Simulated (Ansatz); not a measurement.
The cell below belongs to a search over invented structures; it isn't taken from experiment.

Input and command of a plane-wave DFT calculation in Ansatz:

```yaml
crystal:
  lattice:
    - [3.3056100968, 0.0, 0.0]
    - [-0.0441455435, 4.3168025538, 0.0]
    - [-0.0029595585, -0.4635831741, 5.9164485646]
  atoms:
    - { symbol: Al, position: [0.0919155272, 0.3167660121, 0.7978432532] }
    - { symbol: Ga, position: [0.5782835803, 0.8223570173, 0.0312422193] }
    - { symbol: Ga, position: [0.0808849221, 0.3631901092, 0.3381408469] }
    - { symbol: Ga, position: [0.5839351751, 0.9168438044, 0.579359538] }
    - { symbol: "N", position: [0.0813623512, 0.0894352521, 0.0580806927] }
    - { symbol: "N", position: [0.5836184841, 0.6164087949, 0.3203344399] }
basis:
  ecutwfc: 420
kpoints:
  mp_grid: { grid: [6, 4, 4] }
hamiltonian:
  xc: pbe
scf:
  occupations: { method: gaussian, width: 0.1 }
  lower_state_search: "off"
output:
  forces: true
  stress: true
  eigenvalues: true
relax:
  adjacent_minimum: "off"
  f_tol: 0.04
  max_steps: 70
  cell: { stress_tol: 0.4 }
```

```bash
ansatz run input.yaml --threads 1 --pin off --max-ram 2560MiB --backend cpu --events-out ev --progress --plain --runs-dir out
```

Processor: Intel(R) Xeon(R) Processor @ 2.70GHz, 1 thread, on a host shared with other jobs.

Task: Estimate time, memory and problem size.

Result: About 68 s, peak memory 0.43 GiB. It solves 32 bands at 52 k points (after reduction by symmetry) with about 1669 plane waves (on the last cell), in 41 SCF iterations over 6 ionic steps.
